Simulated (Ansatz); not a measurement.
Values for one crystal, relaxed and computed with plane-wave PAW PBE (Ansatz code); other levels are named.

* **Volume per atom**: 14.84 Å³
* **Electronic character**: metallic (no gap)
* **Bulk modulus (Birch–Murnaghan fit)**: 166 GPa
* **Density of states at the Fermi level**: 0.81 states/eV per atom (mean over ±0.08 eV)
* **Pressure derivative B′**: 4.8
* **Gap with spin–orbit coupling**: none (metallic)
* **Formation energy from the elements (no fitted shifts)**: -0.19 eV/atom

Problem. Pick the material that matches.
A) WC, Cmcm (C on 4c, W on 4c)
B) ScPd3C, anti-perovskite
C) GePd, P6/mmm (Pd on 3f, Ge on 1a, Ge on 2d)
D) TiC, I4_1md (Ti on 4a, C on 4a)

Solution. B, ScPd3C, anti-perovskite

Space group Pm-3m (anti-perovskite). The start of the workflow was typed in or built on a structure type; neither database checked (COD, Materials Project) lists it. Whether it is the stable phase at ambient conditions was not checked. The PBE relaxation kept the symmetry of its start; whether a distortion lowers the energy is not shown. No spin polarisation was allowed. The references are the lowest solids computed at this level, not always the standard phases. Spin–orbit coupling is left out wherever it is not named.

Potentials: the later of the program's two PAW sets.
